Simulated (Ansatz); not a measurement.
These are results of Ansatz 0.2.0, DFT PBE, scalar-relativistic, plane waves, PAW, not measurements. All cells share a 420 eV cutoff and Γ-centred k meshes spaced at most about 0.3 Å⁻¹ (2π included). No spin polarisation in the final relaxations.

All energies are static (0 K, no zero-point motion). All come from trial cells, and lower structures may exist.

**Question.** These unrelaxed guesses for GeCl2 are each relaxed within their symmetry. Order them by the energy at which they end, lowest first.
A.

```cif
data_structure
_symmetry_space_group_name_H-M 'Fd-3m:1'
_symmetry_Int_Tables_number 227
_cell_length_a 8.3736
_cell_length_b 8.3736
_cell_length_c 8.3736
_cell_angle_alpha 90.000
_cell_angle_beta 90.000
_cell_angle_gamma 90.000
_cell_volume 587.13
loop_
_atom_site_label
_atom_site_type_symbol
_atom_site_symmetry_multiplicity
_atom_site_Wyckoff_symbol
_atom_site_fract_x
_atom_site_fract_y
_atom_site_fract_z
_atom_site_occupancy
Ge1 Ge 8 a 0.25000 0.25000 0.25000 1
Cl1 Cl 16 c 0.12500 0.12500 0.12500 1
```

B.

```cif
data_structure
_symmetry_space_group_name_H-M 'P6mm'
_symmetry_Int_Tables_number 183
_cell_length_a 3.3535
_cell_length_b 3.3535
_cell_length_c 5.7358
_cell_angle_alpha 90.000
_cell_angle_beta 90.000
_cell_angle_gamma 120.000
_cell_volume 55.86
loop_
_atom_site_label
_atom_site_type_symbol
_atom_site_symmetry_multiplicity
_atom_site_Wyckoff_symbol
_atom_site_fract_x
_atom_site_fract_y
_atom_site_fract_z
_atom_site_occupancy
Ge1 Ge 1 a 0.00000 0.00000 0.97454 1
Cl1 Cl 2 b 0.33333 0.66667 0.65656 1
```

C.

```cif
data_structure
_symmetry_space_group_name_H-M 'Fm-3m'
_symmetry_Int_Tables_number 225
_cell_length_a 6.3206
_cell_length_b 6.3206
_cell_length_c 6.3206
_cell_angle_alpha 90.000
_cell_angle_beta 90.000
_cell_angle_gamma 90.000
_cell_volume 252.51
loop_
_atom_site_label
_atom_site_type_symbol
_atom_site_symmetry_multiplicity
_atom_site_Wyckoff_symbol
_atom_site_fract_x
_atom_site_fract_y
_atom_site_fract_z
_atom_site_occupancy
Ge1 Ge 4 a 0.00000 0.00000 0.00000 1
Cl1 Cl 8 c 0.25000 0.75000 0.75000 1
```

**Answer.** A (ends in Fd-3m, beta-cristobalite type, 0 meV/atom), C (ends in Fm-3m, fluorite type, 39 meV/atom), B (ends in P6/mmm, 0.56 eV/atom).

No dispersion correction is applied, so the spacing and binding between layers, chains or molecules are poorly described (P6/mmm), and this can change margins and order among such cells. Cells relaxed within their symmetry can be saddle points. Some types were kept out of the candidates beforehand, so the set may lack a known form.
